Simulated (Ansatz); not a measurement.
## SiO₂, one structure, two calculations

Cell: an entry of the Crystallography Open Database (COD), its atoms then relaxed with PBE in this cell.

Space group P4_12_12 (No. 92); a = 4.9709, c = 6.9278 Å.

```
site  Wyckoff  site symmetry       x       y       z
  Si       4a            ..2  0.3055  0.3055  0.0000
   O       8b              1  0.2365  0.1168  0.1852
```

One atom of each set is listed.

First run. Method: Kohn–Sham DFT in Ansatz, PBE, plane waves and PAW, scalar-relativistic, 420 eV cutoff, Γ-centred 5×5×4 k-points, Fermi–Dirac smearing 0.02 eV.

```tsv
site	V_zz (10²¹ V/m²)	η
Si	-0.40	0.87
O	9.44	0.19
```

Second run. The same atoms and settings, except that the functional is r2SCAN and the cutoff is 500 eV.

**Question.** What does the second run give?

**Answer.** 

| site | V_zz | η | change of V_zz |
| --- | --- | --- | --- |
| Si | -0.40 | 0.81 | 0.00 |
| O | 9.32 | 0.19 | -0.12 |

The largest change of V_zz is on O, from 9.44 to 9.32. In per cent, |V_zz| changes by -1 on O (all sites that start above 0.5).

For the second run: The largest force is 0.3 eV/Å, so the atoms aren't at the calculated equilibrium and relaxing them would move these values.
